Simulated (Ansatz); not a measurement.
The cell is built from the wurtzite type as a first guess.

BiRu: DFT, PBE, PAW with Ansatz's default frozen-core files, scalar-relativistic (Ansatz 0.2.0).

The relaxation starts from this cell:

```
CELL_PARAMETERS angstrom
4.55586 0.00000 0.00000
-2.27793 3.94549 0.00000
0.00000 0.00000 7.42605
ATOMIC_POSITIONS crystal
Ru 0.33333 0.66667 0.00000
Ru 0.66667 0.33333 0.50000
Bi 0.33333 0.66667 0.37600
Bi 0.66667 0.33333 0.87600
```

Output:

```
Engine: ansatz 0.2.0
Pseudopotentials: kind: paw
Pseudopotential: Ru, paw, valence charge 16, recommended cutoff 420 eV (normal)
Pseudopotential: Bi, paw, valence charge 15, recommended cutoff 420 eV (normal)
Functional definition: PBE
  parameter kappa = 0.804
  parameter beta = 0.06672455060314922
  exchange = pbe_x(kappa = kappa, mu = beta*pi^2/3)
  correlation = pbe_c(beta = beta)
Crystal: 4 atoms, lattice volume = 133.484 Å³
Basis set: ecut = 420 eV, 2611 PW (Γ), exchange–correlation on 64×64×100 points (8 copies of the dense FFT grid, shifted against one another)
Bands: 38, of which v1, the nominal top of the filled ones, is band 31 counted from 1 (30 counted from 0)
Symmetry: 12 space group operations
Space group: P63mc (ITA 186), of the structure as read, at distance tolerance 5.1e-5 Å
k-points: 56 of 600 (time reversal used)
Non-local potential: Ru, projectors of the file, l = 0: 3, l = 1: 2, l = 2: 2, l = 3: 1
Non-local potential: Bi, projectors of the file, l = 0: 2, l = 1: 2, l = 2: 2, l = 3: 2
PAW form: soft (Blöchl's): semilocal exchange-correlation on the pseudo side does not see the compensation charge
PAW one-centre angular grid: Ru, 590 points (default); XC on 64 Gauss nodes
PAW one-centre angular grid: Bi, 590 points (default); XC on 64 Gauss nodes
Initial density: superposition of atomic densities (neutral atoms: chi_scale 0, normalization atom), corrected by the library's trained network
Initial wavefunctions: pseudopotential atomic-orbital guess
Functional: x = pbe(κ = 0.804, μ = 0.2195149727645171), c = pbe(β = 0.06672455060314922)
SCF iter   1: F=—  HF=-36546.096023 eV  |F-HF|=—  |Δ(HF+E_count)|=         —  Δρ=3.43e-3  dr2=4.68e-3  ethr=1.77e-3  ⟨swp⟩=6.5  Hψ=8217  notcnv=0
preconditioner: auto → LDOS  [metal: Δε(μ)=0.012 eV  Ē_g=13.740 eV  σ=0.050 eV  W_gap=0.06  n_scr=34 (ndim 8)  ℏωp=21.8 eV  f_vac=0.087  D(μ)=5.06/eV (n_scr^D=36)  β→1.0]
SCF iter   2: F=—  HF=-36546.098536 eV  |F-HF|=—  |Δ(HF+E_count)|=   2.51e-3  Δρ=1.47e-3  dr2=1.37e-3  ethr=7.54e-6  ⟨swp⟩=2.2  Hψ=4602  notcnv=0  defer=28
SCF iter   3: F=—  HF=-36546.098177 eV  |F-HF|=—  |Δ(HF+E_count)|=   3.59e-4  Δρ=4.84e-4  dr2=1.63e-4  ethr=2.21e-6  ⟨swp⟩=2.0  Hψ=3769  notcnv=0  defer=28
SCF iter   4: F=—  HF=-36546.098144 eV  |F-HF|=—  |Δ(HF+E_count)|=   3.30e-5  Δρ=9.63e-5  dr2=6.98e-6  ethr=2.63e-7  ⟨swp⟩=2.4  Hψ=3844  notcnv=0  defer=28
SCF iter   5: F=—  HF=-36546.098145 eV  |F-HF|=—  |Δ(HF+E_count)|=   8.46e-7  Δρ=2.18e-5  dr2=8.29e-7  ethr=1.13e-8  ⟨swp⟩=2.0  Hψ=3384  notcnv=0  defer=28
SCF iter   6: F=-36546.098145 eV  HF=-36546.098145 eV  |F-HF|=2.27e-8  |Δ(HF+E_count)|=   9.75e-8  Δρ=4.11e-6  dr2=1.73e-8  ethr=1.61e-10  ⟨swp⟩=5.0  Hψ=8422  notcnv=0
SCF 1 converged in 6 iterations: F = -36546.098145 eV  dr2 = 1.73e-8
  greatest PAW one-centre occupation: 0.999 electrons in one spin orbital (limit 2), on the Ru atom at site 1 (counted from 0), in its partial waves of l = 0
relax step   1: F+E_penalty+E_count = -36546.09814467 eV  Δ(F+E_penalty+E_count) = +0.000e0 eV  max|allowed force component| = 5.922e-2 eV/Å  Δτ_max = 0.0000 Å  P = -8.230 GPa  Ω = 133.484 Å³  (6 SCF iters, dr2 threshold 1.00e-7 eV, accepted)
Crystal: 4 atoms, lattice volume = 115.472 Å³
Basis set: ecut = 420 eV, 2273 PW (Γ), exchange–correlation on 64×64×100 points (8 copies of the dense FFT grid, shifted against one another)
Initial density: handed on by an earlier stage of this run
Initial wavefunctions: those handed on with the density
iter 1 solved again at ethr=2.02e-5 eV; its pass at ethr=3.10e-3 eV (dr2=1.25e-2 eV) is discarded
SCF iter   1: F=—  HF=-36546.687261 eV  |F-HF|=—  |Δ(HF+E_count)|=         —  Δρ=4.11e-3  dr2=1.27e-2  ethr=2.02e-5  ⟨swp⟩=1.3  Hψ=12108  notcnv=0
preconditioner: auto → LDOS  [metal: Δε(μ)=0.042 eV  Ē_g=14.273 eV  σ=0.050 eV  W_gap=0.20  n_scr=34 (ndim 8)  ℏωp=23.4 eV  f_vac=0.043  D(μ)=4.14/eV (n_scr^D=34)  β→1.0]
SCF iter   2: F=—  HF=-36546.688135 eV  |F-HF|=—  |Δ(HF+E_count)|=   8.74e-4  Δρ=2.13e-3  dr2=6.02e-3  ethr=2.02e-5  ⟨swp⟩=2.0  Hψ=4214  notcnv=0
SCF iter   3: F=—  HF=-36546.687410 eV  |F-HF|=—  |Δ(HF+E_count)|=   7.25e-4  Δρ=5.88e-4  dr2=4.10e-4  ethr=9.72e-6  ⟨swp⟩=2.6  Hψ=3451  notcnv=0
SCF iter   4: F=—  HF=-36546.687386 eV  |F-HF|=—  |Δ(HF+E_count)|=   2.36e-5  Δρ=1.15e-4  dr2=1.66e-5  ethr=6.62e-7  ⟨swp⟩=2.6  Hψ=3260  notcnv=0
SCF iter   5: F=—  HF=-36546.687408 eV  |F-HF|=—  |Δ(HF+E_count)|=   2.18e-5  Δρ=2.42e-5  dr2=5.78e-7  ethr=2.68e-8  ⟨swp⟩=2.1  Hψ=2918  notcnv=0
SCF iter   6: F=-36546.687408 eV  HF=-36546.687408 eV  |F-HF|=1.38e-8  |Δ(HF+E_count)|=   5.71e-9  Δρ=6.35e-6  dr2=4.87e-8  ethr=6.45e-10  ⟨swp⟩=4.9  Hψ=7916  notcnv=0
SCF 2 converged in 6 iterations: F = -36546.687408 eV  dr2 = 4.87e-8
relax step   2: F+E_penalty+E_count = -36546.68740790 eV  Δ(F+E_penalty+E_count) = -5.893e-1 eV  max|allowed force component| = 1.287e-2 eV/Å  Δτ_max = 0.0076 Å  P = -1.006 GPa  Ω = 115.472 Å³  energy of the carried Pulay correction = +3.775e-3 eV  (6 SCF iters, dr2 threshold 4.00e-7 eV, accepted)
Crystal: 4 atoms, lattice volume = 113.300 Å³
Basis set: ecut = 420 eV, 2237 PW (Γ), exchange–correlation on 64×64×100 points (8 copies of the dense FFT grid, shifted against one another)
iter 1 solved again at ethr=2.62e-6 eV; its pass at ethr=3.10e-3 eV (dr2=1.62e-3 eV) is discarded
SCF iter   1: F=—  HF=-36546.697437 eV  |F-HF|=—  |Δ(HF+E_count)|=         —  Δρ=1.46e-3  dr2=1.63e-3  ethr=2.62e-6  ⟨swp⟩=2.1  Hψ=11545  notcnv=0
preconditioner: auto → LDOS  [metal: Δε(μ)=0.025 eV  Ē_g=14.352 eV  σ=0.050 eV  W_gap=0.12  n_scr=34 (ndim 8)  ℏωp=23.7 eV  f_vac=0.048  D(μ)=4.08/eV (n_scr^D=34)  β→1.0]
SCF iter   2: F=—  HF=-36546.697401 eV  |F-HF|=—  |Δ(HF+E_count)|=   3.55e-5  Δρ=7.86e-4  dr2=8.53e-4  ethr=2.62e-6  ⟨swp⟩=2.0  Hψ=3759  notcnv=0
SCF iter   3: F=—  HF=-36546.697156 eV  |F-HF|=—  |Δ(HF+E_count)|=   2.46e-4  Δρ=1.74e-4  dr2=3.72e-5  ethr=1.38e-6  ⟨swp⟩=2.0  Hψ=3774  notcnv=0
SCF iter   4: F=—  HF=-36546.697151 eV  |F-HF|=—  |Δ(HF+E_count)|=   4.77e-6  Δρ=3.92e-5  dr2=1.62e-6  ethr=6.01e-8  ⟨swp⟩=2.1  Hψ=3393  notcnv=0
SCF iter   5: F=-36546.697152 eV  HF=-36546.697151 eV  |F-HF|=5.26e-8  |Δ(HF+E_count)|=   6.60e-7  Δρ=1.16e-5  dr2=1.53e-7  ethr=6.45e-10  ⟨swp⟩=5.0  Hψ=8196  notcnv=0
SCF 3 converged in 5 iterations: F = -36546.697152 eV  dr2 = 1.53e-7
relax step   3: F+E_penalty+E_count = -36546.69715151 eV  Δ(F+E_penalty+E_count) = -9.744e-3 eV  max|allowed force component| = 3.172e-2 eV/Å  Δτ_max = 0.0097 Å  P = +0.401 GPa  Ω = 113.300 Å³  energy of the carried Pulay correction = +4.268e-3 eV  (5 SCF iters, dr2 threshold 4.00e-7 eV, accepted)
Crystal: 4 atoms, lattice volume = 112.978 Å³
Basis set: ecut = 420 eV, 2225 PW (Γ), exchange–correlation on 64×64×100 points (8 copies of the dense FFT grid, shifted against one another)
[...]
iter 1 solved again at ethr=1.52e-4 eV; its pass at ethr=3.10e-3 eV (dr2=9.41e-2 eV) is discarded
SCF iter   1: F=—  HF=-36547.112411 eV  |F-HF|=—  |Δ(HF+E_count)|=         —  Δρ=1.15e-2  dr2=9.60e-2  ethr=1.52e-4  ⟨swp⟩=2.0  Hψ=12600  notcnv=0
preconditioner: auto → LDOS  [metal: Δε(μ)=0.030 eV  Ē_g=14.680 eV  σ=0.050 eV  W_gap=0.15  n_scr=22 (ndim 8)  ℏωp=24.7 eV  f_vac=0.090  D(μ)=4.58/eV (n_scr^D=40)  β→1.0]
SCF iter   2: F=—  HF=-36547.104102 eV  |F-HF|=—  |Δ(HF+E_count)|=   8.31e-3  Δρ=4.63e-3  dr2=3.31e-2  ethr=1.52e-4  ⟨swp⟩=3.0  Hψ=4039  notcnv=0
SCF iter   3: F=—  HF=-36547.095535 eV  |F-HF|=—  |Δ(HF+E_count)|=   8.57e-3  Δρ=1.70e-3  dr2=4.12e-3  ethr=5.33e-5  ⟨swp⟩=2.2  Hψ=3845  notcnv=0
SCF iter   4: F=—  HF=-36547.094289 eV  |F-HF|=—  |Δ(HF+E_count)|=   1.25e-3  Δρ=3.38e-4  dr2=1.63e-4  ethr=6.65e-6  ⟨swp⟩=2.0  Hψ=3419  notcnv=0
SCF iter   5: F=—  HF=-36547.094252 eV  |F-HF|=—  |Δ(HF+E_count)|=   3.65e-5  Δρ=8.05e-5  dr2=6.05e-6  ethr=2.63e-7  ⟨swp⟩=2.0  Hψ=3262  notcnv=0
SCF iter   6: F=-36547.094254 eV  HF=-36547.094254 eV  |F-HF|=1.34e-7  |Δ(HF+E_count)|=   1.34e-6  Δρ=1.76e-5  dr2=1.95e-7  ethr=6.45e-10  ⟨swp⟩=3.9  Hψ=10068  notcnv=0
SCF 8 converged in 6 iterations: F = -36547.094254 eV  dr2 = 1.95e-7
relax step   8: F+E_penalty+E_count = -36547.09425379 eV  Δ(F+E_penalty+E_count) = -1.660e-1 eV  max|allowed force component| = 5.231e-1 eV/Å  Δτ_max = 0.1207 Å  P = +0.460 GPa  Ω = 103.777 Å³  energy of the carried Pulay correction = +6.534e-3 eV  (6 SCF iters, dr2 threshold 4.00e-7 eV, accepted)
Crystal: 4 atoms, lattice volume = 102.840 Å³
Basis set: ecut = 420 eV, 2005 PW (Γ), exchange–correlation on 64×64×100 points (8 copies of the dense FFT grid, shifted against one another)
iter 1 solved again at ethr=3.26e-5 eV; its pass at ethr=3.10e-3 eV (dr2=2.02e-2 eV) is discarded
SCF iter   1: F=—  HF=-36547.174743 eV  |F-HF|=—  |Δ(HF+E_count)|=         —  Δρ=4.86e-3  dr2=2.09e-2  ethr=3.26e-5  ⟨swp⟩=1.9  Hψ=11680  notcnv=0
preconditioner: auto → LDOS  [metal: Δε(μ)=0.014 eV  Ē_g=14.721 eV  σ=0.050 eV  W_gap=0.07  n_scr=22 (ndim 8)  ℏωp=24.8 eV  f_vac=0.083  D(μ)=4.47/eV (n_scr^D=40)  β→1.0]
SCF iter   2: F=—  HF=-36547.171760 eV  |F-HF|=—  |Δ(HF+E_count)|=   2.98e-3  Δρ=2.29e-3  dr2=7.75e-3  ethr=3.26e-5  ⟨swp⟩=2.0  Hψ=3906  notcnv=0
SCF iter   3: F=—  HF=-36547.169786 eV  |F-HF|=—  |Δ(HF+E_count)|=   1.97e-3  Δρ=7.16e-4  dr2=6.55e-4  ethr=1.25e-5  ⟨swp⟩=2.0  Hψ=3696  notcnv=0
SCF iter   4: F=—  HF=-36547.169587 eV  |F-HF|=—  |Δ(HF+E_count)|=   1.99e-4  Δρ=1.38e-4  dr2=1.62e-5  ethr=1.06e-6  ⟨swp⟩=2.0  Hψ=3497  notcnv=0
SCF iter   5: F=—  HF=-36547.169579 eV  |F-HF|=—  |Δ(HF+E_count)|=   7.47e-6  Δρ=3.44e-5  dr2=6.96e-7  ethr=2.61e-8  ⟨swp⟩=2.0  Hψ=3795  notcnv=0
SCF iter   6: F=-36547.169580 eV  HF=-36547.169580 eV  |F-HF|=1.15e-8  |Δ(HF+E_count)|=   4.30e-7  Δρ=7.55e-6  dr2=2.73e-8  ethr=6.45e-10  ⟨swp⟩=5.0  Hψ=8071  notcnv=0
SCF 9 converged in 6 iterations: F = -36547.169580 eV  dr2 = 2.73e-8
relax step   9: F+E_penalty+E_count = -36547.16957971 eV  Δ(F+E_penalty+E_count) = -7.533e-2 eV  max|allowed force component| = 4.466e-3 eV/Å  Δτ_max = 0.0429 Å  P = +0.384 GPa  Ω = 102.840 Å³  energy of the carried Pulay correction = +6.767e-3 eV  (6 SCF iters, dr2 threshold 4.00e-7 eV, accepted)
Crystal: 4 atoms, lattice volume = 103.286 Å³
iter 1 solved again at ethr=1.48e-7 eV; its pass at ethr=3.10e-3 eV (dr2=9.17e-5 eV) is discarded
SCF iter   1: F=—  HF=-36547.170734 eV  |F-HF|=—  |Δ(HF+E_count)|=         —  Δρ=3.32e-4  dr2=1.00e-4  ethr=1.48e-7  ⟨swp⟩=3.0  Hψ=11009  notcnv=0
preconditioner: auto → LDOS  [metal: Δε(μ)=0.020 eV  Ē_g=14.701 eV  σ=0.050 eV  W_gap=0.10  n_scr=22 (ndim 8)  ℏωp=24.8 eV  f_vac=0.085  D(μ)=4.46/eV (n_scr^D=40)  β→1.0]
SCF iter   2: F=—  HF=-36547.170704 eV  |F-HF|=—  |Δ(HF+E_count)|=   2.99e-5  Δρ=1.17e-4  dr2=1.30e-5  ethr=1.48e-7  ⟨swp⟩=2.4  Hψ=3305  notcnv=0
SCF iter   3: F=—  HF=-36547.170704 eV  |F-HF|=—  |Δ(HF+E_count)|=   5.11e-7  Δρ=4.04e-5  dr2=1.24e-6  ethr=2.10e-8  ⟨swp⟩=2.2  Hψ=3751  notcnv=0
SCF iter   4: F=-36547.170704 eV  HF=-36547.170704 eV  |F-HF|=2.06e-8  |Δ(HF+E_count)|=   2.44e-7  Δρ=7.68e-6  dr2=6.04e-8  ethr=6.45e-10  ⟨swp⟩=5.0  Hψ=8024  notcnv=0
SCF 10 converged in 4 iterations: F = -36547.170704 eV  dr2 = 6.04e-8
relax step  10: F+E_penalty+E_count = -36547.17070365 eV  Δ(F+E_penalty+E_count) = -1.124e-3 eV  max|allowed force component| = 1.988e-5 eV/Å  Δτ_max = 0.0006 Å  P = +0.032 GPa  Ω = 103.286 Å³  energy of the carried Pulay correction = +6.656e-3 eV  (4 SCF iters, dr2 threshold 4.00e-7 eV, accepted)
Crystal: 4 atoms, lattice volume = 103.333 Å³
iter 1 solved again at ethr=1.84e-9 eV; its pass at ethr=3.10e-3 eV (dr2=1.14e-6 eV) is discarded
SCF iter   1: F=—  HF=-36547.170699 eV  |F-HF|=—  |Δ(HF+E_count)|=         —  Δρ=4.00e-5  dr2=1.07e-6  ethr=1.84e-9  ⟨swp⟩=3.0  Hψ=9954  notcnv=0
preconditioner: auto → LDOS  [metal: Δε(μ)=0.019 eV  Ē_g=14.698 eV  σ=0.050 eV  W_gap=0.10  n_scr=22 (ndim 8)  ℏωp=24.8 eV  f_vac=0.085  D(μ)=4.47/eV (n_scr^D=40)  β→1.0]
SCF iter   2: F=—  HF=-36547.170693 eV  |F-HF|=—  |Δ(HF+E_count)|=   5.89e-6  Δρ=1.57e-5  dr2=3.57e-7  ethr=1.73e-9  ⟨swp⟩=2.1  Hψ=3530  notcnv=0
SCF iter   3: F=—  HF=-36547.170693 eV  |F-HF|=—  |Δ(HF+E_count)|=   8.20e-8  Δρ=6.07e-6  dr2=5.35e-8  ethr=5.76e-10  ⟨swp⟩=2.0  Hψ=3422  notcnv=0
SCF iter   4: F=—  HF=-36547.170693 eV  |F-HF|=—  |Δ(HF+E_count)|=   1.54e-8  Δρ=1.28e-6  dr2=2.36e-9  ethr=8.63e-11  ⟨swp⟩=2.0  Hψ=3409  notcnv=0
SCF iter   5: F=—  HF=-36547.170693 eV  |F-HF|=—  |Δ(HF+E_count)|=  2.69e-10  Δρ=2.62e-7  dr2=1.00e-10  ethr=3.80e-12  ⟨swp⟩=2.0  Hψ=3398  notcnv=0
SCF iter   6: F=-36547.170693 eV  HF=-36547.170693 eV  |F-HF|=1.46e-11  |Δ(HF+E_count)|=  7.28e-12  Δρ=7.64e-8  dr2=4.85e-12  ethr=1.00e-12  ⟨swp⟩=5.0  Hψ=8207  notcnv=0
SCF 11 converged in 6 iterations: F = -36547.170693 eV  dr2 = 4.85e-12
relax step  11: F+E_penalty+E_count = -36547.17069313 eV  Δ(F+E_penalty+E_count) = +1.052e-5 eV  max|allowed force component| = 3.461e-3 eV/Å  Δτ_max = 0.0004 Å  P = -0.009 GPa  Ω = 103.333 Å³  energy of the carried Pulay correction = +6.644e-3 eV  (6 SCF iters, accepted)
Basis set: ecut = 420 eV, 2005 PW (Γ), exchange–correlation on 64×64×80 points (8 copies of the dense FFT grid, shifted against one another)
Initial wavefunctions: pseudopotential atomic-orbital guess (no wavefunctions were taken with the density)
iter 1 solved again at ethr=1.67e-7 eV; its pass at ethr=3.10e-3 eV (dr2=1.03e-4 eV) is discarded
SCF iter   1: F=—  HF=-36547.166098 eV  |F-HF|=—  |Δ(HF+E_count)|=         —  Δρ=4.05e-4  dr2=2.03e-5  ethr=1.67e-7  ⟨swp⟩=3.9  Hψ=14484  notcnv=0
preconditioner: auto → LDOS  [metal: Δε(μ)=0.019 eV  Ē_g=14.698 eV  σ=0.050 eV  W_gap=0.10  n_scr=22 (ndim 8)  ℏωp=24.8 eV  f_vac=0.086  D(μ)=4.47/eV (n_scr^D=40)  β→1.0]
SCF iter   2: F=—  HF=-36547.166580 eV  |F-HF|=—  |Δ(HF+E_count)|=   4.82e-4  Δρ=9.52e-5  dr2=4.51e-6  ethr=3.27e-8  ⟨swp⟩=2.0  Hψ=3865  notcnv=0
SCF iter   3: F=—  HF=-36547.166576 eV  |F-HF|=—  |Δ(HF+E_count)|=   4.01e-6  Δρ=2.76e-5  dr2=4.47e-7  ethr=7.27e-9  ⟨swp⟩=2.0  Hψ=3864  notcnv=0
SCF iter   4: F=—  HF=-36547.166576 eV  |F-HF|=—  |Δ(HF+E_count)|=   1.57e-7  Δρ=4.36e-6  dr2=1.09e-8  ethr=7.20e-10  ⟨swp⟩=3.0  Hψ=4056  notcnv=0
SCF iter   5: F=—  HF=-36547.166576 eV  |F-HF|=—  |Δ(HF+E_count)|=   8.31e-9  Δρ=5.94e-7  dr2=2.41e-10  ethr=1.76e-11  ⟨swp⟩=2.0  Hψ=3414  notcnv=0
SCF iter   6: F=-36547.166576 eV  HF=-36547.166576 eV  |F-HF|=7.28e-12  |Δ(HF+E_count)|=  3.64e-11  Δρ=1.09e-7  dr2=1.34e-11  ethr=1.00e-12  ⟨swp⟩=5.0  Hψ=8275  notcnv=0
SCF 12 converged in 6 iterations: F = -36547.166576 eV  dr2 = 1.34e-11
relax step  12: F+E_penalty+E_count = -36547.16657605 eV  Δ(F+E_penalty+E_count) = +4.117e-3 eV  max|allowed force component| = 3.470e-3 eV/Å  Δτ_max = 0.0000 Å  P = -0.014 GPa  Ω = 103.333 Å³  stress off target by 3.20e-2 GPa  SCF on the basis re-selected at this cell (its energy is not comparable with the rows above)  (6 SCF iters)
basis re-selected at this cell: Δ(F+E_penalty+E_count) = +4.117e-3 eV, ΔP = -0.005 GPa vs the last step (what re-selecting the basis moved, of the pressure what is left beyond the Pulay correction that the steps carried, after the strain that the cell walked since its last selection, with what the two solves' SCF thresholds leave and, on support functions, any second-order correction that the steps lacked; it is no measure of the basis error at this ecutwfc). The dense FFT grid was sized anew with the basis: this SCF ran on 32×32×40 points, the steps before it on 32×32×50, so part of this shift can come from that change (see relax.cell in the input reference). This SCF's stress stands 3.20e-2 GPa from its target on what of the cell is left free (relax.cell.stress_tol is 5.00e-2 GPa) and its largest allowed force component is 3.47e-3 eV/Å (relax.f_tol is 5.00e-3 eV/Å): within both
SCF converged after 6 iterations
Free energy (F): -36547.166576 eV
Harris-Foulkes:  -36547.166576 eV  (|F-HF|=7.28e-12)
Internal energy: -36547.128231 eV  (E = F + TS)
E sigma→0 (E₀):  -36547.147403 eV
Entropy (-TS):   -0.038345 eV (-9.586 meV/atom)
Fermi energy:    12.236733 eV
--- Per-component energies (eV) ---
  E_band       = -572.256689
  E_kinetic    = 1643.363669
  E_local      = -7322.673550  (includes V_loc(G=0)·N_el)
  E_nonlocal   = 1817.936299
  E_hartree    = 2539.407059
  E_xc         = -678.824575
  E_vxc        = -761.062061  (∫ρ·V_xc dr)
  E_paw        = -28257.456097  (= ΣΔE_a)
  E_vpaw       = -1028.633964  (= ΣTr[D̂ρ^β])
  E_aug_tail   = -0.001230  (compensation charges beyond the density's cutoff)
  E_ewald      = -6288.879807
  E_smearing   = -0.038345  (= −TS)
  E_closure    = 0.000000  (closes the sum)
  Σ components = -36547.166576   (vs F -36547.166576, Δ=0.00e0)
--- Forces (eV/Å), atoms counted from 1 ---
  atom   1  Ru    -0.00000000    -0.00000000    -0.00347012
  atom   2  Ru     0.00000000     0.00000000    -0.00347012
  atom   3  Bi    -0.00000000    -0.00000000     0.00347036
  atom   4  Bi     0.00000000     0.00000000     0.00347036
  max |Σ_I F_I| component: 4.82e-7 eV/Å
--- Stress (GPa, compression-positive) ---
       -0.004908      -0.000000       0.000000
        0.000000      -0.004908      -0.000000
        0.000000      -0.000000      -0.032021
  P = ⅓ Tr σ = -0.0139 GPa (-0.139 kbar)
--- Relaxed structure (11 steps of the walk, 11 accepted, 1 SCFs on fresh bases) ---
  F+E_penalty+E_count = -36547.16657605 eV   max|allowed force component| = 3.470e-3 eV/Å   (the final SCF, on the basis selected at the relaxed cell)
  cell:  # Å, volume = 103.3334 Å³
    - [4.67359767130704, 2.961355977916471e-11, -3.4337162406517784e-34]
    - [-2.3367988356791662, 4.047454310404885, 1.559405709178273e-33]
    - [-5.5969574723857565e-34, 2.6119134871133522e-33, 5.462702394655828]
  atoms:
    - { symbol: Ru, position: [0.3333333333333333, 0.6666666666666665, -0.06194257298505715] }
    - { symbol: Ru, position: [0.6666666666666666, 0.3333333333333333, 0.43805742701494277] }
    - { symbol: Bi, position: [0.3333333333333333, 0.6666666666666665, 0.4379425729850573] }
    - { symbol: Bi, position: [0.6666666666666666, 0.3333333333333333, 0.9379425729850573] }
```
